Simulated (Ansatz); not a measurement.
A geometry of MgF2 away from equilibrium: step 4 of the relaxation of a randomly generated symmetric cell of MgF2 (space group No. 191). Method: PBEsol (plane waves to 420 eV, PAW, scalar-relativistic; Ansatz, an electronic-structure program). Γ-centred k-mesh 4×4×8 on the run's cell (coarser than for final values), Fermi–Dirac smearing 0.05 eV. The plane waves were selected for a different cell earlier on the path.

```yaml
crystal:
  lattice:
    - [6.46804, 0.00000, 0.00000]
    - [-3.23402, 5.60148, 0.00000]
    - [0.00000, 0.00000, 2.97431]
  atoms:
    - { symbol: F, position: [0.31959, 0.00000, 0.00000] }
    - { symbol: F, position: [0.00000, 0.31959, 0.00000] }
    - { symbol: F, position: [0.68041, 0.68041, 0.00000] }
    - { symbol: F, position: [0.68041, 0.00000, 0.00000] }
    - { symbol: F, position: [0.00000, 0.68041, 0.00000] }
    - { symbol: F, position: [0.31959, 0.31959, 0.00000] }
    - { symbol: Mg, position: [0.00000, 0.00000, 0.50000] }
    - { symbol: Mg, position: [0.33333, 0.66667, 0.00000] }
    - { symbol: Mg, position: [0.66667, 0.33333, 0.00000] }
```

### Question
Give the Cartesian forces on all atoms (eV/Å).

### Answer
```csv
atom,Fx,Fy,Fz
F1,1.86,0.00,0.00
F2,-0.93,1.61,0.00
F3,-0.93,-1.61,0.00
F4,-1.86,0.00,0.00
F5,0.93,-1.61,0.00
F6,0.93,1.61,0.00
Mg7,0.00,0.00,0.00
Mg8,0.00,0.00,0.00
Mg9,0.00,0.00,0.00
```

The path ends in P6/mmm (No. 191). No spin polarisation in the result.

The run could not lower the symmetry of its start; a shaken copy of this end point relaxes with PBEsol to P-31m (No. 162), 1.141 eV/atom lower.

The end of the path is a generated cell of MgF2: the first start was made by a random draw of sites in a space group, and the end was not matched to a known phase here, so it may be hypothetical. Known forms of MgF2 include space group No. 136.
